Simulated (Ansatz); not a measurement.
## Zone-centre phonons of NaCl at 1 GPa: input and output

These are results of Ansatz, DFT LDA, scalar-relativistic, plane waves, PAW, not measurements.

Launched with:
```bash
ansatz run input.yaml --threads 1 --pin off --max-ram 1228MiB --backend cpu --events-out ev --progress --plain --runs-dir out
```

Input (bare energies are in eV):
```yaml
crystal:
  lattice:
    - [0.0, 2.7056451204, 2.7056451204]
    - [2.7056451204, 0.0, 2.7056451204]
    - [2.7056451204, 2.7056451204, 0.0]
  atoms:
    - { symbol: Na, position: [0.0, 0.0, 0.0] }
    - { symbol: Cl, position: [0.5, 0.5, 0.5] }
basis:
  ecutwfc: 420
kpoints:
  mp_grid: { grid: [8, 8, 8] }
hamiltonian:
  xc: lda
scf:
  occupations: { method: fixed }
output:
  eigenvalues: true
phonons:
  method: dfpt
  dielectric: true
  rigid_motions: translations
  eigenvectors: true
```

The end of the output:
```
--- Phonons (Γ-DFPT): 2 representative perturbations + reference, on 59 of 512 k-points (Σ response iterations 6) ---
  k mesh reduced under 8 symmetry operations, with k and −k counted as one. Each operation leaves every solved perturbation unchanged. A smaller set is not considered because the run solves the response ...
  ASR residual: 1.091e-4 → 0.000e0 eV/Å²; symmetrization residual: 6.110e-6 eV/Å²
  ASR residual per site (eV/Å²): 3.38e-6 1.09e-4
  Γ frequencies (cm⁻¹): 0.00 0.00 0.00 201.68 201.68 201.68
  ε∞ (high-frequency dielectric tensor):
        2.695221    -0.000000    -0.000000
       -0.000000     2.695221    -0.000000
       -0.000000    -0.000000     2.695221
  ε⁰ (static dielectric tensor: ions relaxed, cell fixed):
        5.166455    -0.000000    -0.000000
       -0.000000     5.166455    -0.000000
       -0.000000    -0.000000     5.166455
  ε⁰ − ε∞ (ionic part):
        2.471234    -0.000000    -0.000000
       -0.000000     2.471234    -0.000000
       -0.000000    -0.000000     2.471234
  softest optical mode at Γ: 201.68 cm⁻¹; the repairs (sum rule, projections) moved no ω² at Γ by more than (1.13 cm⁻¹)²
  Born effective charges Z* (e; rows j = field, columns β = displacement):
    site 0:
         1.06233    0.00000   -0.00000
        -0.00000    1.06233   -0.00000
        -0.00000   -0.00000    1.06233
    site 1:
        -1.06233   -0.00000    0.00000
         0.00000   -1.06233    0.00000
         0.00000    0.00000   -1.06233
  Z* charge neutrality: 3.801e-5 e pre-enforcement
  k-mesh period / interband length: 30.6 Å / 1.34 Å = 22.87 at k = (0.0000, 0.0000, 0.0000), direct gap 5.203 eV — 14 or more, which is no proof of convergence
  optical modes at Γ without the LO–TO term, one row a degenerate level:
      ω (cm⁻¹) modes IR ((D/Å)²/amu)
        201.68      3             5.6009
  optical modes at Γ + LO–TO along q̂ = [1.0000, 0.0000, 0.0000]:
      ω (cm⁻¹) modes IR ((D/Å)²/amu)
        201.68      2             3.7339
        279.23      1             1.8670
  optical modes at Γ + LO–TO along q̂ = [0.0000, 1.0000, 0.0000]:
      ω (cm⁻¹) modes IR ((D/Å)²/amu)
        201.68      2             3.7339
        279.23      1             1.8670
  optical modes at Γ + LO–TO along q̂ = [0.0000, 0.0000, 1.0000]:
      ω (cm⁻¹) modes IR ((D/Å)²/amu)
        201.68      2             3.7339
        279.23      1             1.8670
```

It took 22 s on 1 thread of Arm Neoverse N1, with other jobs on the host, peak memory 0.41 GiB.